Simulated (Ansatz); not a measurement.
CaTl:
Space group Pm-3m (No. 221); a = b = c = 3.8189 Å, α = β = γ = 90.00°

```csv
atom,site,symmetry,x,y,z
Ca,1a,m-3m,0.0000,0.0000,0.0000
Tl,1b,m-3m,0.5000,0.5000,0.5000
```

Relaxed with PBEsol.

Task: Tabulate the valence density and the electron localisation function along the shortest Ca–Tl contact (3.31 Å), PBEsol (plane waves, PAW; program Ansatz).

Result: 

```tsv
distance from Ca (Å)	density (e/Å³)	ELF
0.33	5.59	0.83
0.50	3.88	0.86
0.66	2.14	0.85
0.83	0.95	0.74
0.99	0.38	0.40
1.16	0.17	0.11
1.32	0.11	0.06
1.49	0.10	0.12
1.65	0.12	0.27
1.82	0.16	0.37
1.98	0.24	0.37
2.15	0.40	0.35
2.32	0.71	0.39
2.48	1.33	0.39
2.65	2.42	0.28
2.81	4.05	0.10
2.98	6.11	0.01
```

The density is the valence pseudo-density with augmentation charge, so density and ELF within about 1 Å of a nucleus are not all-electron values.

The workflow started from an entry of the Crystallography Open Database (COD). Whether it is the stable phase at ambient conditions was not checked. The cell was relaxed with PBEsol under the symmetry of its start; its stability against distortions is not shown here. Spin–orbit coupling is left out wherever it is not named.

Potentials: the later of the program's two PAW sets.
